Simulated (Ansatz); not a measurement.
Relaxation of a relaxed Rh cell displaced along its unstable phonon at q = (½, 0, ½) of its primitive reciprocal cell (49i cm⁻¹), largest move 0.15 Å; 6 atoms in the cell, which starts as Ibam (No. 72), oI12; a = 4.3037 Å, b = 7.4542 Å, c = 5.2705 Å, α = β = γ = 90.00°. Computed with r2SCAN (plane waves to 500 eV, PAW, scalar-relativistic; Ansatz, a program for electronic structure). Γ-centred k-mesh 12×12×12 on the run's cell (coarser than for final values), Fermi–Dirac smearing 0.05 eV. This is the first round of the run. 

The optimiser's lines from the output (shortened; P is positive under compression):

```
relax step   1: F+E_penalty+E_count = -38490.52609943 eV  Δ(F+E_penalty+E_count) = +0.000e0 eV  max|allowed force component| = 1.103e-1 eV/Å  Δτ_max = 0.0000 Å  P = +0.572 GPa  Ω = 84.540 Å³  (9 SCF iters, dr2 threshold 1.00e-7 eV, accepted)
relax step   2: F+E_penalty+E_count = -38490.58315822 eV  Δ(F+E_penalty+E_count) = -5.706e-2 eV  max|allowed force component| = 1.572e-1 eV/Å  Δτ_max = 0.0139 Å  P = -0.175 GPa  Ω = 84.685 Å³  (8 SCF iters, dr2 threshold 6.00e-7 eV, accepted)
relax step   3: F+E_penalty+E_count = -38490.65296086 eV  Δ(F+E_penalty+E_count) = -6.980e-2 eV  max|allowed force component| = 4.970e-1 eV/Å  Δτ_max = 0.0632 Å  P = +1.105 GPa  Ω = 84.604 Å³  (9 SCF iters, dr2 threshold 6.00e-7 eV, accepted)
relax step   4: F+E_penalty+E_count = -38490.75459772 eV  Δ(F+E_penalty+E_count) = -1.016e-1 eV  max|allowed force component| = 4.440e-1 eV/Å  Δτ_max = 0.1024 Å  P = -0.019 GPa  Ω = 85.302 Å³  (8 SCF iters, dr2 threshold 6.00e-7 eV, accepted)
relax step   5: F+E_penalty+E_count = -38490.77149769 eV  Δ(F+E_penalty+E_count) = -1.690e-2 eV  max|allowed force component| = 4.189e-1 eV/Å  Δτ_max = 0.1029 Å  P = -1.094 GPa  Ω = 85.674 Å³  (8 SCF iters, dr2 threshold 6.00e-7 eV, accepted)
relax step   6: F+E_penalty+E_count = -38490.80763497 eV  Δ(F+E_penalty+E_count) = -3.614e-2 eV  max|allowed force component| = 3.451e-2 eV/Å  Δτ_max = 0.0336 Å  P = +1.068 GPa  Ω = 84.932 Å³  (8 SCF iters, dr2 threshold 6.00e-7 eV, accepted)
relax step   7: F+E_penalty+E_count = -38490.80786402 eV  Δ(F+E_penalty+E_count) = -2.290e-4 eV  max|allowed force component| = 6.059e-2 eV/Å  Δτ_max = 0.0286 Å  P = -1.212 GPa  Ω = 85.550 Å³  (7 SCF iters, dr2 threshold 6.00e-7 eV, accepted)
relax step   8: F+E_penalty+E_count = -38490.81063154 eV  Δ(F+E_penalty+E_count) = -2.768e-3 eV  max|allowed force component| = 1.292e-2 eV/Å  Δτ_max = 0.0101 Å  P = +0.347 GPa  Ω = 85.086 Å³  (7 SCF iters, dr2 threshold 6.00e-7 eV, accepted)
relax step   9: F+E_penalty+E_count = -38490.81078287 eV  Δ(F+E_penalty+E_count) = -1.513e-4 eV  max|allowed force component| = 7.028e-4 eV/Å  Δτ_max = 0.0030 Å  P = -0.016 GPa  Ω = 85.213 Å³  (5 SCF iters, dr2 threshold 4.08e-7 eV, accepted)
relax step  10: F+E_penalty+E_count = -38490.81079244 eV  Δ(F+E_penalty+E_count) = -9.571e-6 eV  max|allowed force component| = 2.798e-4 eV/Å  Δτ_max = 0.0001 Å  P = -0.003 GPa  Ω = 85.208 Å³  (5 SCF iters, dr2 threshold 1.84e-8 eV, accepted)
relax step  11: F+E_penalty+E_count = -38490.81256817 eV  Δ(F+E_penalty+E_count) = -1.776e-3 eV  max|allowed force component| = 8.715e-4 eV/Å  Δτ_max = 0.0000 Å  P = +0.008 GPa  Ω = 85.208 Å³  stress off target by 4.00e-2 GPa  SCF on the basis re-selected at this cell (its energy is not comparable with the rows above)  (9 SCF iters)
relax step  12: F+E_penalty+E_count = -38490.81257203 eV  Δ(F+E_penalty+E_count) = -3.865e-6 eV  max|allowed force component| = 1.553e-3 eV/Å  Δτ_max = 0.0008 Å  P = -0.002 GPa  Ω = 85.216 Å³  (7 SCF iters, dr2 threshold 4.00e-9 eV, accepted)
relax step  13: F+E_penalty+E_count = -38490.81257309 eV  Δ(F+E_penalty+E_count) = -1.055e-6 eV  max|allowed force component| = 1.550e-3 eV/Å  Δτ_max = 0.0000 Å  P = -0.002 GPa  Ω = 85.216 Å³  stress off target by 6.09e-3 GPa  SCF on the basis re-selected at this cell (its energy is not comparable with the rows above)  (7 SCF iters)
```

From the first to the last row the energy changes by -0.05 eV/atom and the volume by +0.8 %. The last row is marked as not comparable with the walk above it, whose basis was carried along; it does compare with step 1, since both stand on a basis selected at the nominal cutoff for their own cell.

Later rounds, restarted from the end of this one on a renewed k-mesh, logged 2 more steps and released under 0.01 eV/atom more. The final structure after all rounds: Ibam (No. 72), oI12; a = 4.739 Å, b = 6.973 Å, c = 5.158 Å, α = β = γ = 90.00°. Between re-selections the logged energies stand on a plane-wave basis carried along with the cell. No spin polarisation in the result.

The run could not lose the symmetry of its start: the end is stationary, and may be a saddle point rather than a minimum.

The relaxed structure here is a generated cell of Rh: the first start was made by placing the elements on the sites of a structure type, and the end was not matched to a known phase here, so it may be hypothetical. Known forms of Rh include space group No. 225.
